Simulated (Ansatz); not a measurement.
AlCo:
```xyz
2
Lattice="2.8231 0.0000 0.0000 0.0000 2.8231 0.0000 0.0000 0.0000 2.8231" Properties=species:S:1:pos:R:3 pbc="T T T"
Co     0.0000     0.0000     0.0000
Al     1.4115     1.4115     1.4115
```
Starting moments (μB, in the order of the atoms Co Al): 0.1 0.0.

Relaxed with r²SCAN.

**Question.** Which orbitals make up the states near the Fermi level in the program Ansatz at the r²SCAN level (PAW)?

**Answer.** Within 0.5 eV of the Fermi level: Co 3d 78 %, Al 3p 16 %. Projections are on Löwdin-orthogonalised atomic valence shells; empty p or d shells of many metals are not among them.

**Question.** Tabulate the density of states.

**Answer.** States/eV per cell of 2 atoms, in 0.25 eV bins, energy from the Fermi level.

```tsv
E (eV)	total	Co 3d	Al 3p	Al 3s
-7.85	0.35	0.02	0.16	0.12
-7.60	0.38	0.03	0.17	0.13
-7.35	0.42	0.04	0.18	0.16
-7.10	0.44	0.05	0.18	0.17
-6.85	0.47	0.07	0.20	0.16
-6.60	0.50	0.09	0.21	0.16
-6.35	0.55	0.12	0.22	0.17
-6.10	0.60	0.16	0.22	0.17
-5.85	0.66	0.21	0.22	0.18
-5.60	0.63	0.22	0.22	0.15
-5.35	0.57	0.20	0.23	0.11
-5.10	0.57	0.20	0.24	0.09
-4.85	0.61	0.22	0.26	0.08
-4.60	0.68	0.25	0.29	0.08
-4.35	1.09	0.50	0.42	0.08
-4.10	1.81	0.96	0.66	0.08
-3.85	1.38	0.80	0.45	0.07
-3.60	1.26	0.79	0.38	0.05
-3.35	1.63	1.11	0.45	0.03
-3.10	2.53	1.71	0.75	0.01
-2.85	2.09	1.61	0.42	0.01
-2.60	1.46	1.22	0.18	0.00
-2.35	1.72	1.50	0.12	0.00
-2.10	3.08	2.81	0.13	0.01
-1.85	4.90	4.52	0.21	0.01
-1.60	5.83	5.41	0.26	0.01
-1.35	4.11	3.80	0.20	0.01
-1.10	2.47	2.25	0.14	0.01
-0.85	0.69	0.53	0.11	0.00
-0.60	0.46	0.34	0.08	0.00
-0.35	0.38	0.28	0.06	0.00
-0.10	0.46	0.35	0.07	0.00
0.15	1.17	0.94	0.17	0.01
0.40	1.29	0.99	0.21	0.02
0.65	1.31	0.94	0.26	0.03
0.90	0.87	0.53	0.23	0.04
1.15	0.68	0.36	0.22	0.04
1.40	0.56	0.26	0.20	0.03
1.65	0.46	0.20	0.18	0.03
1.90	0.39	0.15	0.16	0.03
2.15	0.30	0.11	0.14	0.02
2.40	0.23	0.07	0.11	0.02
2.65	0.28	0.07	0.09	0.02
2.90	0.41	0.10	0.09	0.02
3.15	0.52	0.12	0.10	0.04
3.40	0.76	0.18	0.14	0.11
3.65	0.83	0.19	0.19	0.15
3.90	0.83	0.19	0.21	0.19
4.15	0.81	0.18	0.22	0.21
4.40	0.78	0.16	0.23	0.21
4.65	0.74	0.14	0.24	0.19
```

Space group Pm-3m (CsCl type). Symmetry was held in the r²SCAN relaxation. Magnetic state: ferromagnetic, the only order run, not a proven ground state. The cell computed holds one magnetic atom, so no antiferromagnetic order was within reach. Other orbital occupations within this spin state were not tried. For itinerant 3d metals, meta-GGAs of the SCAN family and hybrids are commonly reported to give too large moments.

Potentials: the earlier of the program's two PAW sets.
